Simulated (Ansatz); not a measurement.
The relaxed structure here is a generated cell of SiO2: the first start was made by placing the elements on the sites of a structure type, and the end was not matched to a known phase here, so it may be hypothetical. Known forms of SiO2 include space group No. 92, 136, 152, 154.

One stationary structure of SiO$_{2}$. Space group Pbca (No. 61). The numbers are results of PBEsol (plane waves to 420 eV, PAW, scalar-relativistic; Ansatz, a quantum-chemistry and plane-wave program), not measurements.

```xyz
24
Lattice="4.6893 0.0000 0.0000 0.0000 8.3001 0.0000 0.0000 0.0000 4.9997" Properties=species:S:1:pos:R:3 pbc="T T T"
Si     0.5969     1.0619     4.4425
Si     2.9415     3.0881     0.5572
Si     1.7478     7.2382     1.9426
Si     4.0924     5.2120     3.0570
Si     4.0924     7.2382     0.5572
Si     1.7478     5.2120     4.4425
Si     2.9415     1.0619     3.0570
Si     0.5969     3.0881     1.9426
O      3.8435     0.0853     4.2456
O      1.4989     4.0648     0.7541
O      3.1903     8.2149     1.7458
O      0.8457     4.2353     3.2539
O      0.8457     8.2149     0.7541
O      3.1903     4.2353     4.2456
O      1.4989     0.0853     3.2539
O      3.8435     4.0648     1.7458
O      2.1413     1.9294     4.4386
O      4.4860     2.2207     0.5611
O      0.2033     6.3707     1.9388
O      2.5479     6.0795     3.0609
O      2.5479     6.3707     0.5611
O      0.2033     6.0795     4.4386
O      4.4860     1.9294     3.0609
O      2.1413     2.2207     1.9388
```

Question: Estimate the band gap that PBEsol returns for this input.

Answer: 5.73 eV, direct at Γ (no spin-orbit coupling).

No spin polarisation in the result.

The run could not lose the symmetry of its start: the end is stationary, and may be a saddle point rather than a minimum.
